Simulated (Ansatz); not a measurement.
Mg$_{2}$Rh (MoSi2 or CaC2 type, space group No. 139), DFT-LDA in the program Ansatz with PAW potentials, all energies at zero smearing, with the estimated change up to a 700 eV cutoff added, with one set of potentials and settings (totals compare only within such a set). Cell of 3 atoms (2 Mg, 1 Rh): -10083.049 eV.

```
element                reference phase  E (eV/atom)
-------  -----------------------------  -----------
Mg       P6_3/mmc, 2 atoms in the cell   -1901.6031
Rh          Fm-3m, 1 atoms in the cell   -6278.6507
```

Formation energy per atom, worked out: (-10083.049 − 2×(-1901.6031) − 1×(-6278.6507))/3 = -0.397 eV/atom (-38 kJ per mol of atoms), at 0 K, without zero-point energy or fitted corrections.

Space group I4/mmm (MoSi2 or CaC2 type). The workflow started from a Materials Project entry (that database holds measured and hypothetical structures alike); the Crystallography Open Database copy checked does not list it. Whether it is the stable phase at ambient conditions was not checked. Symmetry was held in the LDA relaxation; whether a distortion lowers the energy is not shown. The run is not spin-polarised. The references are the lowest solids computed at this level, not always the standard phases.

Potentials: the later of the program's two PAW sets.
